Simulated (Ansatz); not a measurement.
# NMR crystallography of BN with vanadium replacing B: given against relaxed positions

Start: a supercell of BN (zinc blende type, F-43m) built from a Materials Project structure (computed, not necessarily an observed phase), with all atoms left at the host's positions.

```cif
data_VB26N27
_symmetry_space_group_name_H-M 'F-43m'
_symmetry_Int_Tables_number 216
_cell_length_a 10.8780
_cell_length_b 10.8780
_cell_length_c 10.8780
_cell_angle_alpha 90.000
_cell_angle_beta 90.000
_cell_angle_gamma 90.000
loop_
_atom_site_label
_atom_site_type_symbol
_atom_site_symmetry_multiplicity
_atom_site_Wyckoff_symbol
_atom_site_fract_x
_atom_site_fract_y
_atom_site_fract_z
V V 4 a 0.0000 0.0000 0.0000
B2 B 48 h 0.1667 0.0000 0.1667
B5 B 16 e 0.3333 0.8333 0.1667
B9 B 16 e 0.6667 0.6667 0.3333
B15 B 24 f 0.5000 0.6667 0.5000
N28 N 16 e 0.0833 0.9167 0.0833
N29 N 24 g 0.2500 0.9167 0.2500
N33 N 48 h 0.5833 0.7500 0.4167
N41 N 16 e 0.4167 0.5833 0.4167
N54 N 4 c 0.7500 0.2500 0.7500
```

One atom of each set is listed; the run and its k-mesh use a cell of 54 atoms with edges of 7.69, 7.69, 7.69 Å.

Method: Kohn–Sham DFT in Ansatz, PBE, plane waves and PAW, scalar-relativistic, collinear spin, 420 eV cutoff, Γ-centred 3×3×3 k-points, Fermi–Dirac smearing 0.01 eV, cell charge +1. Start moments as typed (μB): 1 on each V, none on the rest.

The largest force at the start is 13 eV/Å. Relaxing the ions at fixed cell moves them by 0.208 Å at most (atom 28, N) and 0.061 Å rms.

| site | moved (Å) | first shell before | first shell after | V_zz before (10²¹ V/m²) | η before |
| --- | --- | --- | --- | --- | --- |
| V | 0.000 | 4 N at 1.57 Å | 4 N at 1.78 Å | 0.00 | – |
| B2 | 0.046 | 4 N at 1.57 Å | 4 N at 1.53–1.57 Å | 0.42 | 0.04 |
| B5 | 0.007 | 4 N at 1.57 Å | 4 N at 1.56–1.57 Å | -0.052 | 0.00 |
| B9 | 0.002 | 4 N at 1.57 Å | 4 N at 1.57 Å | -0.067 | 0.00 |
| B15 | 0.005 | 4 N at 1.57 Å | 4 N at 1.57 Å | -0.066 | 0.83 |
| N28 | 0.208 | 1 V at 1.57 Å, 3 B at 1.57 Å | 3 B at 1.55 Å, 1 V at 1.78 Å | -3.52 | 0.00 |
| N29 | 0.002 | 4 B at 1.57 Å | 4 B at 1.53–1.57 Å | 0.60 | 0.44 |
| N33 | 0.002 | 4 B at 1.57 Å | 4 B at 1.57 Å | -0.33 | 0.13 |
| N41 | 0.000 | 4 B at 1.57 Å | 4 B at 1.56–1.57 Å | -0.051 | 0.00 |

Q: How do the gradients change?

A: 

| site | V_zz after | η after | change of V_zz |
| --- | --- | --- | --- |
| V | 0.00 | – | 0.00 |
| B2 | -0.34 | 0.86 | – |
| B5 | -0.11 | 0.00 | -0.05 |
| B9 | -0.062 | 0.00 | 0.00 |
| B15 | -0.055 | 0.57 | +0.01 |
| N28 | -3.09 | 0.00 | +0.43 |
| N29 | -0.69 | 0.41 | -1.29 |
| N33 | 0.39 | 0.46 | – |
| N41 | 0.062 | 0.00 | +0.11 |

The largest change of V_zz along a kept axis is on N29, from 0.60 to -0.69. In per cent, |V_zz| changes by -12 on N (all sites that start above 2). On N29 V_xx and V_yy change places (or their axes turn by over 50°), so the two values of η hide a larger change. V_zz changes sign on N29 (same axis), N41 (same axis). On B2, N33 the largest principal value lies along another axis in the second run, so the two V_zz can't be compared directly. Other sites without a gradient aren't listed.

The defect repeats with the cell of 54 atoms, so it feels its images: sites between two images don't show the values beside a lone defect, and zeros or small values of η there can come from the images' arrangement. A uniform background compensates the cell's charge. The defect cell has no gap above 0.1 eV on its mesh, so the values can hang on the smearing and the k-mesh.
Before: The cell keeps the host's lattice, where the PBE pressure is 20 GPa (in a charged cell this depends on the convention for the mean potential). The neighbours have not yet relaxed around the defect (largest force 13 eV/Å), so the values at and beside it are those of a strained start, not of the defect in a real crystal.
After: The relaxation keeps the site symmetry -43m of the start, so the impurity can't leave its site; a distortion that would localise the partly filled state isn't explored. The cell keeps the host's lattice, where the PBE pressure is 14 GPa (in a charged cell this depends on the convention for the mean potential).
